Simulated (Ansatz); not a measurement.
## Calculated Ti-49 NMR of the central transition for TiZn2O4

Cell: a computed structure from the Materials Project (it need not be an observed phase), taken as it stands.

Space group P4_322 (No. 95); a = 6.0850, c = 8.4702 Å.

| site | Wyckoff | site symmetry | x | y | z |
| --- | --- | --- | --- | --- | --- |
| Ti | 4b | .2. | 0.2386 | 0.5000 | 0.2500 |
| Zn5 | 4a | .2. | 0.0000 | 0.2432 | 0.0000 |
| Zn7 | 4c | ..2 | 0.2538 | 0.2538 | 0.6250 |
| O13 | 8d | 1 | 0.5158 | 0.7337 | 0.7331 |
| O15 | 8d | 1 | 0.7343 | 0.9744 | 0.4986 |

One atom of each set is listed.

All values are calculated (Ansatz; DFT, PBE, plane waves and PAW, scalar-relativistic, 420 eV cutoff, Γ-centred 4×4×3 k-points, Fermi–Dirac smearing 0.02 eV), not measured.

Ti-49 has I = 7/2 and Q = 247.0 mb (Pyykkö 2018); at 18.8 T its Larmor frequency is ν₀ = 45.2 MHz. Only the quadrupole interaction is simulated: positions count from each site's isotropic chemical shift, and J coupling is left out, as are shift anisotropy and dipolar coupling, which fast spinning averages.

(1) What does the Ti-49 spectrum (fast magic-angle spinning) show for each site?

Answers

(1) 

```json
{"site": "Ti", "first shell": "6 O at 1.93–2.07 Å", "C_Q (MHz)": "-3.13", "η": "0.19", "P_Q (MHz)": "3.15", "δ_QIS (ppm)": "-12.4", "breadth (kHz)": "1.26"}
```

δ_QIS = −(ν_Q²/30ν₀²)[I(I+1) − 3/4](1 + η²/3) × 10⁶ ppm with ν_Q = 3|C_Q|/[2I(2I−1)]; it falls as 1/B₀² in ppm, and the breadth as 1/B₀ in kHz.

Hardware: 1 thread of Arm Neoverse V2 (aarch64; 8 cores open to the job, memory cap 2.5 GiB, no GPU), a shared host with a load of 0.2 a core. Wall time 1.9 min, CPU time 1.9 min, peak memory 0.83 GiB.
